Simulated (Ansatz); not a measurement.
The relaxed structure here is a generated cell of Sn: the first start was made by placing the elements on the sites of a structure type, and the end was not matched to a known phase here, so it may be hypothetical. Known forms of Sn include space group No. 141, 227.

A relaxed cell of Sn (Pm-3m (No. 221)), relaxed on a k-mesh at least as fine as the one used below. These are r2SCAN (plane waves to 500 eV, PAW, scalar-relativistic; Ansatz, an electronic-structure program) values and carry that method's errors. Γ-centred k-mesh 11×11×6 on the run's cell (coarser than for final values), Fermi–Dirac smearing 0.05 eV.

```
CELL_PARAMETERS angstrom
      3.05503     0.00000     0.00000
      0.00000     3.05503     0.00000
      0.00000     0.00000     6.11006
ATOMIC_POSITIONS crystal
  Sn 0.00000 0.00000 0.00000
  Sn 0.00000 0.00000 0.50000
```

The atoms are displaced by (Å):

```csv
atom,ux,uy,uz
Sn1,-0.001,0.094,-0.005
Sn2,-0.013,-0.038,0.214
```

Task: What forces (eV/Å) and pressure result?

Result: 
```
atom    Fx     Fy     Fz
----  ----  -----  -----
Sn1   0.00   0.02   0.85
Sn2   0.00  -0.02  -0.85
```

Pressure +1.3 GPa.

Task: Estimate the energy cost of the displacement in the harmonic approximation and compare with the calculation.

Result: For a harmonic well ΔE = −½ Σ F·u = 0.092 eV a cell, or 46 meV/atom. The calculated energy relative to the undisplaced cell is +0.05 eV/atom, so the harmonic estimate holds well.

The undisplaced cell is probably no minimum: from this displacement the run went on to P6/mmm (No. 191), 0.01 eV/atom below it.

No spin polarisation in the result.
